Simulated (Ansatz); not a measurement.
Task: Each is relaxed and computed with DFT-r²SCAN in the program Ansatz with PAW potentials. Which is the only metal?
A. V2GeB2, P-6m2 (V on 2h, Ge on 1a, B on 1b, B on 1f)
B. GeBCN, R3m (B on 3a, N on 3a, Ge on 3a, C on 3a)
C. BAs, P6_222 (B on 3d, As on 3c)
D. BP, zinc blende

Result: A, V2GeB2, P-6m2 (V on 2h, Ge on 1a, B on 1b, B on 1f). V2GeB2: metal; GeBCN: gap 0.79 eV (indirect); BAs: gap 0.67 eV (indirect); BP: gap 1.41 eV (indirect). Typed or built starts, not in the databases checked: V2GeB2, P-6m2 (V on 2h, Ge on 1a, B on 1b, B on 1f); GeBCN, R3m (B on 3a, N on 3a, Ge on 3a, C on 3a); BAs, P6_222 (B on 3d, As on 3c). Not the usual ambient phase: BAs, P6_222 (B on 3d, As on 3c). Began spin-polarised and lost the moments: V2GeB2, P-6m2 (V on 2h, Ge on 1a, B on 1b, B on 1f). All cells were relaxed under the symmetry of their starts (and spin orders); stability against distortions was not tested throughout. Scalar-relativistic: spin–orbit coupling is off unless named, which matters more the heavier the elements.

Potentials: the earlier of the program's two PAW sets. The files were generated under PBE; for other functionals the program regenerates the frozen cores, and for LDA and PBEsol the local potential too.
